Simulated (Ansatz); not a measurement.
**Two inputs for KBr with Cl replacing Br**

Cell: a supercell of KBr (rock salt type, Fm-3m) built from an entry of the Crystallography Open Database (COD), with all atoms left at the host's positions.

Space group Fm-3m (No. 225); a = 19.8000 Å.

| site | Wyckoff | site symmetry | x | y | z |
| --- | --- | --- | --- | --- | --- |
| K1 | 32f | .3m | 0.3333 | 0.8333 | 0.8333 |
| K2 | 24e | 4m.m | 0.5000 | 0.0000 | 0.8333 |
| K6 | 48h | m.m2 | 0.8333 | 0.1667 | 0.0000 |
| K27 | 4a | m-3m | 0.0000 | 0.5000 | 0.5000 |
| Cl | 4b | m-3m | 0.5000 | 0.0000 | 0.0000 |
| Br29 | 48i | m.m2 | 0.6667 | 0.1667 | 0.0000 |
| Br32 | 32f | .3m | 0.8333 | 0.1667 | 0.1667 |
| Br42 | 24e | 4m.m | 0.0000 | 0.5000 | 0.3333 |

One atom of each set is listed; the run and its k-mesh use a cell of 54 atoms with edges of 14.00, 14.00, 14.00 Å.

Reference run. The numbers come from a DFT calculation in Ansatz (PBE, plane waves and PAW, scalar-relativistic, 420 eV cutoff, Γ-centred 2×2×2 k-points, Fermi–Dirac smearing 0.01 eV).

Question: The input is changed as follows: `hamiltonian.xc`: pbe → rpbe; `total_charge`: not typed → 1; `basis.ecutrho_ratio`: not typed → 12. What happens to V_zz (10²¹ V/m²) and η?

Answer: 

```json
{"site": "K2", "V_zz reference": "0.10", "η reference": "0.00", "V_zz changed": "0.073", "η changed": "0.00"}
{"site": "Cl", "V_zz reference": "0.00", "η reference": "–", "V_zz changed": "0.00", "η changed": "–"}
{"site": "Br29", "V_zz reference": "0.021", "η reference": "0.85", "V_zz changed": "-0.29", "η changed": "0.17"}
{"site": "Br42", "V_zz reference": "0.010", "η reference": "0.00", "V_zz changed": "-0.099", "η changed": "0.00"}
```

The largest change of V_zz along a kept axis is on Br42, from 0.010 to -0.099. The whole tensor moves most on Br29, by 0.27 along its most changed direction. On Br29 the largest principal value lies along another axis in the second run, so the two V_zz can't be compared directly. Other sites with |V_zz| of 0.02 or less aren't listed. The changed cell holds a charge of +1 on a uniform background, so it isn't the same centre. It has an odd number of electrons and no spin polarisation, so the extra carrier is shared by both spins and spread out, where a real one carries spin and can localise. The gap no longer holds the Fermi energy in the changed run, so its gradients also hang on the k-mesh and the smearing. SCF iterations: 6 and 8. New warnings: slots ram shed.

On the reference run: The defect repeats with the cell of 54 atoms, so it feels its images: sites between two images don't show the values beside a lone defect, and zeros or small values of η there can come from the images' arrangement. The neighbours have not yet relaxed around the defect (largest force 0.13 eV/Å), so a real crystal will differ.
